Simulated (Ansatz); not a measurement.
Relaxed SrVO3 (cubic perovskite):

```xyz
5
Lattice="3.8407 0.0000 0.0000 0.0000 3.8407 0.0000 0.0000 0.0000 3.8407" Properties=species:S:1:pos:R:3 pbc="T T T"
Sr     0.0000     0.0000     0.0000
V      1.9203     1.9203     1.9203
O      0.0000     1.9203     1.9203
O      1.9203     1.9203     0.0000
O      1.9203     0.0000     1.9203
```

All values below come from r2SCAN (plane waves to 500 eV, PAW, scalar-relativistic; Ansatz, an electronic-structure program). k mesh 10×10×10 (Γ-centred), Fermi-Dirac smearing 0.05 eV. With partly filled bands, energies and forces of such displacements shift with the k mesh and the smearing. Relaxed SrVO3 ends ferromagnetic. SrVO3 is run spin-polarised and with no Hubbard U. SrVO3 was relaxed with its symmetry unable to fall. The magnetic order is the one the run started from; other orders were not tried.

One atom of the cell was then moved (with its periodic images), all else fixed, and the forces (eV/Å) came out as:

```csv
atom,Fx,Fy,Fz
Sr1,0.077,0.000,0.000
V2,0.149,0.000,0.000
O3,-1.015,0.000,0.000
O4,0.394,0.000,0.000
O5,0.394,0.000,0.000
```

### Question
Which atom was moved, and by which vector (Å)?

### Answer
O3, by (0.08, 0.00, 0.00), 0.08 Å in all.

(For displaced atoms, the force is minus the slope of the energy, and its curvature is a force constant, which sets phonon frequencies.)
